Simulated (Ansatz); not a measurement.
# Computed properties of ZrCu₅

ZrCu5:
Space group F-43m (No. 216); a = b = c = 6.712 Å, α = β = γ = 90.00°

```json
[
 {"atom": "Zr", "site": "4a", "symmetry": "-43m", "x": "0.0000", "y": "0.0000", "z": "0.0000"},
 {"atom": "Cu", "site": "4d", "symmetry": "-43m", "x": "0.7500", "y": "0.7500", "z": "0.7500"},
 {"atom": "Cu", "site": "16e", "symmetry": ".3m", "x": "0.3758", "y": "0.3758", "z": "0.3758"}
]
```
(The calculation used a cell of 6 atoms; values per cell refer to that cell.)

Space group F-43m (No. 216); conventional cell a = b = c = 6.712 Å, α = β = γ = 90.00°.

Method: LDA in the plane-wave PAW code Ansatz. Structure relaxed to zero pressure with the same functional. Other levels are named where they apply.

**Cell and energy**

| Quantity | Result |
|---|---|
| Volume per atom | 12.60 Å³ |
| Density | 8.98 g/cm³ |
| Formation energy from the elements (no fitted shifts) | -0.14 eV/atom |

**Electronic structure**

| Property | Value |
|---|---|
| Electronic character | metallic (no gap) |
| Density of states at the Fermi level | 0.75 states/eV per atom (mean over ±0.08 eV) |

**Mechanics**

| Quantity | Result |
|---|---|
| Bulk modulus (Birch–Murnaghan fit) | 176 GPa |
| Pressure derivative B′ | 4.7 |

**Phonons**

| Item | Result |
|---|---|
| Highest zone-centre frequency | 377 cm⁻¹ |
| Zone-centre stability | no imaginary mode at Γ |

The first step of the workflow began from a Materials Project structure, measured or hypothetical; the Crystallography Open Database files this formula in space group No. 216, but the cells were not matched. Whether it is the stable phase at ambient conditions was not checked. The LDA relaxation kept the symmetry of its start. No spin polarisation was allowed. As this level gives no gap, phonon frequencies hold no LO–TO term and depend on the k-mesh and smearing (Fermi–Dirac, 0.1 eV here). The references are the lowest solids computed at this level, not always the standard phases. Spin–orbit coupling is left out wherever it is not named.

Potentials: the later of the program's two PAW sets.
